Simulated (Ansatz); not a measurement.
MgS:
```xyz
2
Lattice="0.0000 2.6024 2.6024 2.6024 0.0000 2.6024 2.6024 2.6024 0.0000" Properties=species:S:1:pos:R:3 pbc="T T T"
Mg     0.0000     0.0000     0.0000
S      2.6024     2.6024     2.6024
```

Relaxed with r²SCAN. Special points in fractions of this cell's reciprocal vectors: Γ (0.000, 0.000, 0.000); X (0.500, 0.000, 0.500); U (0.625, 0.250, 0.625); K (0.375, 0.375, 0.750); L (0.500, 0.500, 0.500); W (0.500, 0.250, 0.750).

**Question.** List the band energies nearest the valence-band maximum at these points for r²SCAN in the plane-wave PAW code Ansatz.

**Answer.** In eV from the valence-band maximum; about four levels below and three above (degenerate sets whole), none deeper than 8.9 eV; points with the same levels are listed once.

| k | below | above |
|---|---|---|
| Γ | 0.00 0.00 0.00 | 4.64 8.48 8.48 8.48 |
| X | -4.26 -1.72 -1.72 | 3.47 4.91 13.15 |
| U | -3.75 -3.19 -1.40 | 4.56 7.32 10.39 |
| L | -4.87 -0.62 -0.62 | 5.22 7.49 7.49 |
| W | -3.27 -3.27 -2.34 | 5.92 8.59 8.59 |

Space group Fm-3m (rock salt). The cell was relaxed with r²SCAN under the symmetry of its start.

Potentials: the earlier of the program's two PAW sets.
